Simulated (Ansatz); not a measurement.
AgCl (rock salt)

```yaml
crystal:
  lattice:
    - [0.00000, 5.54504, 5.54504]
    - [2.77252, 0.00000, 2.77252]
    - [2.77252, 2.77252, 0.00000]
  atoms:
    - { symbol: Cl, position: [0.00000, 0.00000, 0.00000] }
    - { symbol: Cl, position: [0.50000, 0.00000, 0.00000] }
    - { symbol: Ag, position: [0.25000, 0.50000, 0.50000] }
    - { symbol: Ag, position: [0.75000, 0.50000, 0.50000] }
```

Scan: atom 1 (Cl, nearest neighbour Ag at 2.773 Å; its periodic images, 3.9 Å or more away, move with it) is displaced along Cartesian z, direction (0.000, 0.000, 1.000) in Cartesian axes, by s. The other atoms stay.

Calculation: r2SCAN (plane waves to 500 eV, PAW, scalar-relativistic; Ansatz, an electronic-structure program). k mesh 4×8×8 (Γ-centred), Fermi-Dirac smearing 0.05 eV. Energies are smeared free energies. AgCl was relaxed with its symmetry unable to fall. ΔE is measured from the undisplaced structure.

Question: Give the computed ΔE (meV/cell) at s (Å) = -0.224, -0.168, -0.112, -0.056, 0.112, 0.168, 0.224, 0.280.

Answer: 
```
s (Å)   ΔE (meV/cell)
------  -------------
-0.224           48.2
-0.168           25.6
-0.112           10.9
-0.056            2.7
0.112            10.9
0.168            25.6
0.224            48.2
0.280            80.7
```

(For displaced atoms, the force is minus the slope of the energy, and its curvature is a force constant, which sets phonon frequencies.)
